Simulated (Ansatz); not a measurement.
W$_{2}$N$_{3}$ in space group Cm (No. 8; Pearson symbol mS20), r²SCAN (plane waves, PAW; program Ansatz), all energies at zero smearing, with the estimated change up to a 700 eV cutoff added, with one set of potentials and settings (totals compare only within such a set). Cell of 10 atoms (4 W, 6 N): -43903.716 eV.

| element | reference phase | E (eV/atom) |
|---|---|---|
| W | Im-3m, 1 atoms in the cell | -10397.2967 |
| N | Pa-3, 8 atoms in the cell | -384.8315 |

Formation energy per atom, worked out: (-43903.716 − 4×(-10397.2967) − 6×(-384.8315))/10 = -0.554 eV/atom (-53 kJ per mol of atoms), at 0 K, without zero-point energy or fitted corrections.

The workflow started from a Materials Project entry (that database holds measured and hypothetical structures alike); the Crystallography Open Database copy checked does not list it. Whether it is the stable phase at ambient conditions was not checked. Symmetry was held in the r²SCAN relaxation; whether a distortion lowers the energy is not shown. The run is not spin-polarised. The references are the lowest solids computed at this level, not always the standard phases (solids in place of the gases). Spin–orbit coupling is left out wherever it is not named.

Potentials: the later of the program's two PAW sets.
